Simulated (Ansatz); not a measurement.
Orbital-resolved density of states of NbCd$_{3}$

```yaml
crystal:
  lattice:
    - [4.21500, 0.00000, 0.00000]
    - [0.00000, 4.21500, 0.00000]
    - [0.00000, 0.00000, 4.21500]
  atoms:
    - { symbol: Nb, position: [0.00000, 0.00000, 0.00000] }
    - { symbol: Cd, position: [0.00000, 0.50000, 0.50000] }
    - { symbol: Cd, position: [0.50000, 0.00000, 0.50000] }
    - { symbol: Cd, position: [0.50000, 0.50000, 0.00000] }
```

Atom numbers follow the list: Nb1, Cd2, Cd3, Cd4.

The cell comes from COD entry 2310296, which wasn't checked; take it as a given geometry.

Spin polarisation is left out, and whether a magnetic state lies lower isn't shown here.

These are results of Ansatz 0.2.0, DFT, LDA, all-electron LAPW, scalar-relativistic, not measurements.

The runs use a Γ-centred 9×9×9 k mesh, Fermi–Dirac smearing of 0.08 eV, basis error target 0.5 meV/atom, no spin polarisation.

States per eV for one atom of each kind, in 0.4 eV bins named by their centres, from the Fermi level, projected on a minimal set of Löwdin-orthogonalised atomic shells; orbitals are real harmonics on the Cartesian axes, equal curves share a column, and empty bins are left out, as is all above 6.4 eV, near the top of the computed bands.

Nb1 4d:

```
# E all dz2=dx2-y2 dxz=dyz=dxy
-9.5 0.01 0.00 0.00
-9.1 0.21 0.03 0.05
-8.7 0.20 0.05 0.03
-8.3 0.18 0.03 0.04
-7.9 0.04 0.01 0.01
-7.5 0.01 0.00 0.00
-7.1 0.01 0.00 0.00
-6.7 0.03 0.00 0.01
-6.3 0.05 0.00 0.02
-5.9 0.09 0.00 0.03
-5.5 0.13 0.00 0.04
-5.1 0.11 0.01 0.03
-4.7 0.10 0.02 0.02
-4.3 0.13 0.03 0.02
-3.9 0.21 0.05 0.03
-3.5 0.21 0.05 0.04
-3.1 0.18 0.04 0.04
-2.7 0.41 0.06 0.09
-2.3 0.64 0.12 0.13
-1.9 0.70 0.16 0.13
-1.5 1.19 0.30 0.20
-1.1 1.97 0.52 0.31
-0.7 3.67 0.54 0.86
-0.3 2.15 0.16 0.61
0.1 1.15 0.06 0.34
0.5 0.97 0.09 0.26
0.9 1.17 0.30 0.19
1.3 3.00 1.20 0.20
1.7 1.27 0.44 0.13
2.1 1.24 0.31 0.21
2.5 0.64 0.12 0.13
2.9 0.43 0.06 0.10
3.3 0.23 0.02 0.06
3.7 0.15 0.01 0.05
4.1 0.57 0.01 0.18
4.5 0.36 0.01 0.11
4.9 0.21 0.01 0.06
5.3 0.15 0.01 0.04
5.7 0.11 0.01 0.03
6.1 0.09 0.01 0.02
```

Cd2 4d:

```
# E all dz2 dxz=dxy dyz dx2-y2
-9.5 0.57 0.07 0.13 0.04 0.20
-9.1 5.41 0.70 1.60 0.73 0.77
-8.7 5.39 1.53 0.84 1.23 0.96
-8.3 7.74 1.26 0.91 2.71 1.94
-7.9 3.72 1.04 0.80 0.15 0.93
-7.5 1.56 0.29 0.58 0.01 0.10
-7.1 0.04 0.01 0.01 0.00 0.01
-6.7 0.02 0.01 0.00 0.00 0.01
-6.3 0.03 0.01 0.00 0.00 0.01
-5.9 0.02 0.00 0.01 0.00 0.00
-5.5 0.02 0.00 0.00 0.00 0.00
-5.1 0.01 0.00 0.00 0.00 0.00
-4.7 0.02 0.00 0.00 0.00 0.00
-4.3 0.02 0.00 0.01 0.00 0.00
-3.9 0.02 0.00 0.01 0.00 0.00
-3.5 0.02 0.00 0.01 0.00 0.00
-3.1 0.02 0.00 0.01 0.00 0.00
-2.7 0.04 0.01 0.02 0.00 0.00
-2.3 0.04 0.01 0.01 0.00 0.00
-1.9 0.02 0.01 0.01 0.00 0.00
-1.5 0.03 0.01 0.01 0.00 0.00
-1.1 0.03 0.01 0.01 0.00 0.00
-0.7 0.04 0.01 0.01 0.00 0.00
-0.3 0.02 0.00 0.01 0.01 0.00
0.1 0.01 0.00 0.00 0.01 0.00
0.5 0.01 0.00 0.00 0.01 0.00
0.9 0.01 0.00 0.00 0.01 0.00
1.3 0.02 0.00 0.00 0.01 0.00
1.7 0.01 0.00 0.00 0.01 0.00
2.1 0.02 0.00 0.00 0.01 0.00
2.5 0.01 0.00 0.00 0.01 0.00
2.9 0.01 0.00 0.00 0.00 0.00
4.1 0.01 0.00 0.00 0.00 0.00
```

Nb1 5s:

```
# E all
-9.1 0.06
-8.7 0.10
-8.3 0.13
-7.9 0.07
-7.5 0.07
-7.1 0.09
-6.7 0.09
-6.3 0.09
-5.9 0.06
-5.5 0.05
-5.1 0.09
-4.7 0.12
-4.3 0.18
-3.9 0.25
-3.5 0.20
-3.1 0.11
-2.7 0.07
-2.3 0.07
-1.9 0.11
-1.5 0.18
-1.1 0.09
-0.7 0.07
-0.3 0.03
0.1 0.01
0.5 0.02
0.9 0.08
1.3 0.16
1.7 0.24
2.1 0.40
2.5 0.17
2.9 0.09
3.3 0.06
3.7 0.06
4.1 0.26
4.5 0.11
4.9 0.08
5.3 0.06
5.7 0.07
6.1 0.06
```

Cd2 5s:

```
# E all
-9.5 0.02
-9.1 0.11
-8.7 0.07
-8.3 0.12
-7.9 0.07
-7.5 0.07
-7.1 0.10
-6.7 0.14
-6.3 0.19
-5.9 0.17
-5.5 0.16
-5.1 0.13
-4.7 0.12
-4.3 0.14
-3.9 0.16
-3.5 0.14
-3.1 0.17
-2.7 0.30
-2.3 0.26
-1.9 0.15
-1.5 0.13
-1.1 0.07
-0.7 0.03
-0.3 0.01
0.1 0.01
0.5 0.01
0.9 0.01
1.3 0.06
1.7 0.04
2.1 0.09
2.5 0.09
2.9 0.10
3.3 0.12
3.7 0.12
4.1 0.35
4.5 0.22
4.9 0.13
5.3 0.09
5.7 0.07
6.1 0.07
```
